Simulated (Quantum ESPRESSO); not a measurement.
Simulation results for Si3NO4F (made-up cell)

Computed with Quantum ESPRESSO 7.5. Calculation on a made-up crystal cell, not a measurement, rerun at a higher cutoff and a denser mesh: periodic Kohn-Sham density functional theory in plane waves with PseudoDojo standard norm-conserving scalar-relativistic pseudopotentials, each functional with its own files (v0.5 for PBE, v0.4.1 for LDA and PBEsol), no spin polarisation, no spin-orbit coupling, atoms not relaxed, stress positive in tension, energies less a fixed whole-eV offset for each atom's element; levels are Kohn-Sham levels at fractions of this cell's reciprocal vectors, counted from the reference band (half the neutral cell's valence electrons, rounded up) at Gamma; error bars give the change to or from the runs named with them, not the error of the files; each bar is the largest change over components, and at least 0.002 eV, 0.002 eV per angstrom or 0.02 GPa; no dispersion term; energies are for the whole cell, and the offsets were chosen from early runs and are not element reference energies; machines and their load varied, so run times do not measure scaling.

### Si3NO4F (made-up cell)

```cif
# cell vector a (Å): 4.8698 0.0000 0.0000
# cell vector b (Å): -2.4349 4.2174 0.0000
# cell vector c (Å): 0.0000 0.0000 5.3451
data_Si3NO4F
_symmetry_space_group_name_H-M 'P 1'
_symmetry_Int_Tables_number 1
_cell_length_a 4.8698
_cell_length_b 4.8698
_cell_length_c 5.3451
_cell_angle_alpha 90.000
_cell_angle_beta 90.000
_cell_angle_gamma 120.000
_cell_volume 109.78
loop_
_atom_site_label
_atom_site_type_symbol
_atom_site_fract_x
_atom_site_fract_y
_atom_site_fract_z
_atom_site_occupancy
Si1 Si 0.46254 0.99827 0.66569 1
Si2 Si 0.00057 0.46937 0.33560 1
Si3 Si 0.53921 0.53225 0.00438 1
O1 O 0.41412 0.26346 0.78590 1
O2 O 0.72926 0.14454 0.46022 1
O3 O 0.86358 0.59195 0.11983 1
F1 F 0.26656 0.41836 0.21528 1
O4 O 0.13751 0.72587 0.54566 1
N1 N 0.59100 0.85861 0.88329 1
```

* lattice type: quartz
* functional: pbe
* cutoff: 1437 eV
* fermi dirac smearing: 0.025 eV
* scf tolerance: 1e-07 eV
* electrons removed: 0
* run command: mpirun -np 4 pw.x -nk 4 -in in
* run processor: Intel Xeon, 2023 or later, virtual cores
* k mesh: 7 x 7 x 6, shifted by half a step
* stress yy: —
* stress xy: —
* pressure: —

Atoms:
```csv
atoms element,atom site,atom energy offset (eV)
Si,1,-115
Si,2,-115
Si,3,-115
O,4,-452
O,5,-452
O,6,-452
F,7,-677
O,8,-452
N,9,-283
```

Question: Give the missing stress yy for Si3NO4F (made-up cell).
Answer: -13.96 GPa

Question: Estimate the stress xy of Si3NO4F (made-up cell).
Answer: 2.072 GPa

Question: Estimate the pressure of Si3NO4F (made-up cell).
Answer: 18.72 GPa

Further results for Si3NO4F (made-up cell):

- free energy less offsets: 7.099 eV
- scf iterations: 11
- smearing term minus ts: 0 eV
- stress xx: -24.08 GPa
- stress zz: -18.12 GPa
- stress yz: 0.4305 GPa
- stress xz: 3.581 GPa
- reference band: 24
- error bar energy: 0.002012 eV
- error bar stress: 0.02 GPa
- error bar force: 0.002 eV/Å
- error bar next band up: 0.002 eV
- error bars from: change from the looser run of this cell
- wall time of scf and band steps on a shared machine: 319.7 s

Forces:
```csv
site,x (eV/Å),y (eV/Å),z (eV/Å)
1,1.698,-1.969,3.187
2,-4.932,-0.8752,2.046
3,1.317,3.072,-6.735
4,-2.325,1.474,1.12
5,1.809,1.486,-3.273
6,1.151,-0.4998,0.8006
7,1.302,-2.469,1.563
8,-0.3481,0.3351,-0.4998
9,0.3281,-0.5533,1.791
```

Levels:
```csv
level k point,next band up (eV)
Gamma,2.859
"(1/2,1/2,1/2)",4.935
"(0.15,0,0)",3.208
"(0,0.15,0)",3.131
"(0,0,0.15)",3.073
```
